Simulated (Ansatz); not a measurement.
Trial structure of HfPb₃I₃, not yet relaxed:

```yaml
crystal:
  lattice:
    - [6.39273, 0.00000, 0.00000]
    - [0.00000, 6.39273, 0.00000]
    - [0.00000, 0.00000, 6.39273]
  atoms:
    - { symbol: Hf, position: [0.00000, 0.00000, 0.00000] }
    - { symbol: Pb, position: [0.00000, 0.50000, 0.50000] }
    - { symbol: Pb, position: [0.50000, 0.00000, 0.50000] }
    - { symbol: Pb, position: [0.50000, 0.50000, 0.00000] }
    - { symbol: I, position: [0.50000, 0.00000, 0.00000] }
    - { symbol: I, position: [0.00000, 0.50000, 0.00000] }
    - { symbol: I, position: [0.00000, 0.00000, 0.50000] }
```

The calculation used DFT PBE, scalar-relativistic, plane waves, PAW (Ansatz 0.2.0). Plane waves to 420 eV, a k mesh through Γ of 4×4×4 on the computed 7-atom cell and Gaussian smearing (0.10 eV); no spin polarisation.

Formation energies are uncorrected and refer to the elements' standard structures at the same level.

Question: Estimate its pressure, forces and energy as it stands.

Answer: The pressure is 0.9 GPa (near zero), the largest force is 0.00 eV/Å (symmetry fixes the atoms), and the energy is +0.58 eV/atom against the elements. The shortest distance is 3.20 Å.

Question: Is it a good guess?

Answer: A good one: relaxing gains under 0.1 eV/atom (the start's value is from the coarse mesh, so the gain is rough) in 4 ionic steps and ends at +0.60 eV/atom on the finer mesh. The symmetry stays Pm-3m (No. 221). The volume per atom grows by 3.6 %, from 37.3 to 38.6 Å³. The shortest distance goes from 3.20 Å (Hf–I and Pb–I) to 3.23 Å (Hf–I and Pb–I). Conventional cell: a = 6.468 Å. Hf is surrounded by 6 I at 3.23 Å; Pb is surrounded by 4 I at 3.23 Å; I has 2 Hf at 3.23 Å and 4 Pb at 3.23 Å.

The last run used a 6×6×6 mesh for its 7-atom cell and Gaussian smearing of 0.10 eV. These runs have no spin–orbit coupling, which can matter for Hf, I and Pb. An odd number of electrons in the primitive cell allows no gap without spin; a larger cell or a magnetic state could open one. The cell is a metal run without spin; a magnetic state may lie lower. The reference form of I is held partly by dispersion forces, which this level lacks. The relaxation can't lower the symmetry of the start, and the grade says only how near the guess is to its own end. A structure relaxed within its symmetry needn't be a true minimum.
